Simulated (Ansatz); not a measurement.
GaSb:
```
GaSb
1.0
   -2.71835     2.71835     1.54538
    2.71835    -2.71835     1.54538
    2.71835     2.71835    -1.54538
Ga Sb
1 1
Direct
  0.75000   0.25000   0.50000
  0.00000   0.00000   0.00000
```

Relaxed with PBEsol. Special points in fractions of this cell's reciprocal vectors: Γ (0.000, 0.000, 0.000); X (0.000, 0.000, 0.500); M (-0.500, 0.500, 0.500); Z (0.331, 0.331, -0.331); Z0 (-0.331, 0.669, 0.331); P (0.250, 0.250, 0.250); N (0.000, 0.500, 0.000).

List the band energies nearest the Fermi level at these points for PBEsol with spin–orbit coupling (plane waves, PAW; program Ansatz).

In eV from the Fermi level; about four levels below and three above (degenerate sets whole), none deeper than 8.9 eV; points with the same levels are listed once.

```
k                    below                above
-  -----------------------  -------------------
Γ  -2.30 -2.30 -1.91 -1.91  3.22 3.22 5.46 5.46
X  -8.42 -8.42 -0.14 -0.14  1.70 1.70 2.13 2.13
M  -5.45 -5.45 -5.25 -5.25  3.80 3.80 5.31 5.31
Z  -3.45 -3.45 -3.25 -3.25  3.98 3.98 6.06 6.06
P  -4.73 -4.68 -3.42 -3.29       3.51 3.64 3.95
N  -1.58 -1.58 -1.27 -1.27  2.29 2.29 3.34 3.34
```

Space group I-4m2. The first step of the workflow began from a Materials Project structure, measured or hypothetical; the Crystallography Open Database copy checked does not list it. It is not the phase usual at ambient conditions (space group No. 216). The cell was relaxed with PBEsol under the symmetry of its start; its stability against distortions is not shown here.

Potentials: the later of the program's two PAW sets.
